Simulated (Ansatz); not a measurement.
## Band structure of EuSb

```yaml
crystal:
  lattice:
    - [0.00000, 3.63105, 3.63105]
    - [3.63105, 0.00000, 3.63105]
    - [3.63105, 3.63105, 0.00000]
  atoms:
    - { symbol: Eu, position: [0.00000, 0.00000, 0.00000] }
    - { symbol: Sb, position: [0.25000, 0.25000, 0.25000] }
```

Atoms are numbered in the order listed.

The cell was built from the zincblende type and relaxed in the same program, and has space group F-43m; it needn't be a known or the stable phase.

Semilocal functionals without a Hubbard term describe localised f shells poorly; where the shell is localised, the real material differs.

The magnetic state is the one reached from the start moments; no search over orders was made, so it needn't be the ground state.

Spin–orbit coupling is left out, though it moves levels of the heavy atoms by tenths of an eV or more.

Theory: DFT, PBE, all-electron LAPW, scalar-relativistic in Ansatz 0.2.0.

Settings: a Γ-centred 9×9×9 k mesh, Fermi–Dirac smearing of 0.03 eV, basis error target 0.5 meV/atom, spin-polarised from start moments Eu1 7 μB, ending with a cell moment of 6.00 μB.

Points in fractions of the reciprocal vectors of this cell: Γ (0, 0, 0), X (-0.5, -0.5, 0), U (-0.375, -0.375, 0.25), K (-0.375, 0, 0.375), L (0, 0, 0.5), W (-0.5, -0.25, 0.25). The path joins them by straight lines in the order Γ–X–U–K–Γ–L–W–X; legs that retrace an earlier one aren't tabulated. Energies are in eV from the Fermi level.

Question: Is there a gap?

Answer: None at this level of theory (metallic, semimetallic, or a small gap that the functional closes).

Question: List the levels between -14 and 3.5 eV at the symmetry points.

Answer: 
Γ spin-up: -7.80, -0.63 (×3), -0.39, -0.30 (×3), -0.12 (×3), 2.40, 3.09 (×2)
Γ spin-down: -8.12, -0.56 (×3), 2.28
X spin-up: -7.24, -1.63, -0.46 (×2), -0.34 (×2), -0.33, -0.33, -0.33, 0.26 (×2), 1.71, 2.84
X spin-down: -7.55, -1.73, -0.14 (×2), 1.99, 3.14
U spin-up: -7.25, -1.33, -0.63, -0.48, -0.35, -0.34 (×2), -0.33 (×2), -0.12, 0.20, 1.88, 3.12, 3.27
U spin-down: -7.56, -1.42, -0.67, -0.20, 2.19, 3.45
K spin-up: -7.25, -1.33, -0.63, -0.48, -0.35, -0.34 (×2), -0.33 (×2), -0.12, 0.20, 1.88, 3.12, 3.27
K spin-down: -7.56, -1.42, -0.67, -0.20, 2.19, 3.45
L spin-up: -7.38, -1.42, -0.53 (×2), -0.36, -0.34, -0.33 (×2), -0.30, 0.01 (×2), 3.03, 3.34 (×2)
L spin-down: -7.69, -1.51, -0.36 (×2), 3.33
W spin-up: -7.24, -1.15, -0.84, -0.47, -0.35 (×3), -0.33, -0.33, -0.16, 0.20, 1.79, 2.98
W spin-down: -7.55, -1.16, -0.99, -0.18, 2.12, 3.39
